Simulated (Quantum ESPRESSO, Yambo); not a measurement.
AgI (wurtzite, space group P6_3mc, No. 186) under isotropic strain of -3 % on all lattice vectors. The PBEsol cell relaxed from Materials Project entry mp-22894 was given an isotropic strain of -3 % on all lattice vectors, and the atoms were relaxed again. Chain: PBEsol (pw.x of Quantum ESPRESSO, ONCV potentials, no spin-orbit coupling); G0W0 in Yambo (3×3×2 Γ-centred k mesh, bands 9 to 205 and a 7 Ry block in the screening, 205 bands in G with the Bruneval-Gonze terminator, plasmon pole fitted at 27.2 eV); BSE (6×6×2 mesh, 16 valence and 5 conduction bands, static screening with 77 bands and a 4 Ry block, scissor 1.08 eV, Tamm-Dancoff).

| Quantity | Value |
|---|---|
| PBEsol gap (dense path) | 1.23 eV |
| PBEsol gap Γ → Γ on the GW mesh | 1.23 eV |
| PBEsol smallest direct gap on the GW mesh, at Γ | 1.23 eV |
| G0W0 direct gap at that point | 2.31 eV |
| G0W0 correction to the gap Γ → Γ | 1.08 eV |
| lowest exciton | no binding energy given (see below) |

Rough cost of the Yambo steps against G0W0 for 6 states: BSE about 2×.

Convergence of the G0W0 settings was not tested. The k mesh is coarse. The BSE states are vertical excitations (zero momentum). The lowest state covers only about 1 of the 72 k points, so the mesh doesn't resolve it: its energy and its distance from the direct gap are mesh artefacts. An extended exciton needs a far denser mesh. Axes are Cartesian, with cell vectors (Å) (4.42, 0.00, 0.00), (-2.21, 3.83, 0.00), (0.00, 0.00, 7.22).

Without spin-orbit coupling, band edges of such heavy elements can be off by tenths of an eV.
